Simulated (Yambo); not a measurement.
Yambo run on BaCuSF (space group P4/nmm, No. 129). The wavefunctions come from this Quantum ESPRESSO step (LDA, PseudoDojo standard norm-conserving files, scalar-relativistic):

```
&CONTROL
  calculation = 'nscf'
  pseudo_dir = './pseudo'
  outdir = './out'
/
&SYSTEM
  ibrav = 0
  nat = 8
  ntyp = 4
  ecutwfc = 92.0
  ecutrho = 368.0
  occupations = 'fixed'
  force_symmorphic = .true.
  nbnd = 183
/
&ELECTRONS
  conv_thr = 8e-09
  diago_full_acc = .true.
  diago_thr_init = 1e-08
/
ATOMIC_SPECIES
F 18.9984 F.upf
S 32.0600 S.upf
Cu 63.5460 Cu.upf
Ba 137.3270 Ba.upf
CELL_PARAMETERS angstrom
  4.129930000000   0.000000000000   0.000000000000
  0.000000000000   4.129930000000   0.000000000000
  0.000000000000   0.000000000000   9.106470000000
ATOMIC_POSITIONS crystal
F   0.500000000000   0.500000000000   0.000000000000
F   0.000000000000   0.000000000000   0.000000000000
S   0.000000000000   0.500000000000   0.356510000000
S   0.500000000000   0.000000000000   0.643490000000
Cu   0.500000000000   0.500000000000   0.500000000000
Cu   0.000000000000   0.000000000000   0.500000000000
Ba   0.000000000000   0.500000000000   0.819900000000
Ba   0.500000000000   0.000000000000   0.180100000000
K_POINTS automatic
4 4 1 0 0 0
```

Yambo input:

```
rim_cut
gw0
dyson
el_el_corr
HF_and_locXC
ppa
em1d
RandQpts= 1000000
RandGvec= 1 Ry
EXXRLvcs= 92 Ry
VXCRLvcs= 368 Ry
Chimod= "HARTREE"
% BndsRnXp
 9 | 182 |
%
NGsBlkXp= 6 Ry
% LongDrXp
 1.0 | 1.0 | 1.0 |
%
PPAPntXp= 27.2114 eV
% GbndRnge
 1 | 182 |
%
GTermKind= "BG"
DysSolver= "n"
ExtendOut
% QPkrange
 1 | 1 | 42 | 43 |
 6 | 6 | 42 | 43 |
%
```

k points by index: 1 = Γ, 6 = M.

Resulting energies as the program prints them:

```
#    K-point    Band    Eo [eV]    E [eV]    E-Eo [eV]    Vxc [eV]    Vnlxc [eV]    Sc|Eo [eV]    Sc|E [eV]    dSc/dw|Eo [eV]    Re(Z)    Im(Z)
#
    1    42    0.000000    -0.583520    -0.583520    -23.45291    -28.53385    4.309484    4.497422    -8.761810    0.756432    -0.001612
    1    43    1.480699    2.181631    0.700932    -13.94102    -10.04967    -3.025574    -3.190418    -6.398670    0.809618    -0.001290
    6    42    -1.108240    -1.708586    -0.600346    -30.60336    -38.77843    7.334650    7.574728    -10.87713    0.714420    -0.001960
    6    43    3.022208    3.688857    0.666649    -13.26897    -9.089785    -3.359438    -3.512537    -6.248168    0.813260    -0.001317
```
(The two width columns are left out.) Convergence of these settings isn't established.

Geometry of the Materials Project entry, not relaxed at this level.

The structure is a Materials Project entry; no match was found in the copy of COD used, and its stability was not checked.
